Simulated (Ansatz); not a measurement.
Suppose ZnSn2N2 takes space group I4/mmm (No. 139), with Zn on 2b; Sn on 4d; N on 4c.

Method: DFT PBE, scalar-relativistic, plane waves, PAW in Ansatz 0.2.0. Cutoff 420 eV, Γ-centred mesh, Gaussian smearing, no spin polarisation.

The zero of energy is the elements' standard structures at the same level (N₂ as a molecule); no fitted shifts are applied. The references include grey tin.

Question: Predict the relaxed structure.

Answer:

Space group I4/mmm (No. 139). a = 4.502 Å, b = 4.502 Å, c = 8.586 Å, α = 90.00°, β = 90.00°, γ = 90.00°
```csv
atom,site,symmetry,x,y,z
Zn,2b,4/mmm,0.5000,0.5000,0.0000
Sn,4d,-4m2,0.0000,0.5000,0.2500
N,4c,mmm.,0.0000,0.5000,0.0000
```

Zn has 4 N at 2.25 Å; Sn is surrounded by 2 N at 2.15 Å; N is surrounded by 2 Sn at 2.15 Å and 2 Zn at 2.25 Å. Another local minimum with the same sites may exist.

Question: And its energy and gap?

Answer: The formation energy is +0.93 eV/atom. The gap on the 12×12×12 mesh of the 5-atom cell is 0 eV (a metal). The separate elements lie lower, so it is unstable against them.

The last run used Gaussian smearing of 0.10 eV. Symmetry constrained the relaxation, so the result can be a saddle point. Another cell of ZnSn2N2 relaxed alike, in P-3m1, lies 0.45 eV/atom lower, so this cell isn't the stable form at this level.
